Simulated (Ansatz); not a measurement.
The relaxed structure here is a generated cell of TiB2: the first start was made by placing the elements on the sites of a structure type, and the end was not matched to a known phase here, so it may be hypothetical. Known forms of TiB2 include space group No. 191.

The end point of a relaxation of TiB2. Space group P1 (No. 1). Computed with r2SCAN (plane waves to 500 eV, PAW, scalar-relativistic; Ansatz, a program for electronic structure).

```cif
data_B6Ti3
_chemical_formula_sum 'Ti3 B6'
_space_group_name_H-M_alt 'P 1'
_space_group_IT_number 1
_cell_length_a 4.37730
_cell_length_b 4.50907
_cell_length_c 5.65693
_cell_angle_alpha 108.175
_cell_angle_beta 97.842
_cell_angle_gamma 113.766
loop_
_space_group_symop_operation_xyz
  'x, y, z'
loop_
_atom_site_label
_atom_site_type_symbol
_atom_site_fract_x
_atom_site_fract_y
_atom_site_fract_z
_atom_site_occupancy
Ti1 Ti 0.52942 0.09112 0.51659 1
Ti2 Ti 0.60425 0.42584 0.13569 1
Ti3 Ti 0.23903 0.66989 0.82372 1
B1 B 0.97920 0.01348 0.43685 1
B2 B 0.10391 0.94331 0.17038 1
B3 B 0.87786 0.00455 0.92064 1
B4 B 0.74996 0.70541 0.59338 1
B5 B 0.73236 0.99578 0.17409 1
B6 B 0.15475 0.11879 0.74784 1
```

For TiB2, the volume per atom is 10.29 Å³ and the density comes out as 3.74 g/cm³. The band gap is no gap (metallic), the shortest distances comes out as B–B 1.65 Å; B–Ti 2.21 Å; Ti–Ti 2.89 Å and the k-mesh is 10×10×8.

Band energies at high-symmetry points (eV from the Fermi level; labels of this space group; no spin-orbit coupling), from −5 eV up to 2.5 eV:

```csv
point,energies
Γ,-4.58 -4.27 -3.88 -3.33 -3.14 -2.66 -1.56 -0.71 -0.38 0.41 0.64 1.06 1.88 1.99
X,-4.49 -3.58 -3.26 -2.88 -2.62 -2.33 -1.27 -0.78 -0.11 0.18 0.81 1.04 1.72 1.82 2.32 2.38
Y,-4.67 -4.58 -3.13 -2.62 -2.04 -1.30 -0.97 -0.85 0.26 1.01 1.62 1.95 2.21 2.40
Z,-4.54 -3.31 -2.39 -1.55 -1.25 -1.02 0.19 0.67 1.14 1.27 1.35 1.67 2.11
R,-4.76 -4.05 -3.54 -3.31 -3.02 -1.80 -1.46 -0.92 -0.31 0.75 0.89 1.48 1.59 1.68 2.26 2.40
T,-4.70 -4.03 -3.49 -3.19 -3.04 -2.08 -1.79 -1.02 -0.14 0.48 0.96 1.31 1.69 2.01 2.16
U,-3.02 -2.57 -2.37 -1.87 -1.48 -1.03 -0.66 0.17 0.87 1.35 1.79 2.05 2.24 2.46
V,-4.90 -2.93 -2.64 -1.98 -1.74 -1.34 -1.08 -0.43 0.05 0.76 1.35 1.48 1.81 2.33
```

No spin polarisation in the result.

It was reached from a disturbed copy of a P6₄22 (No. 181) cell, against which it lies -0.67 eV/atom.
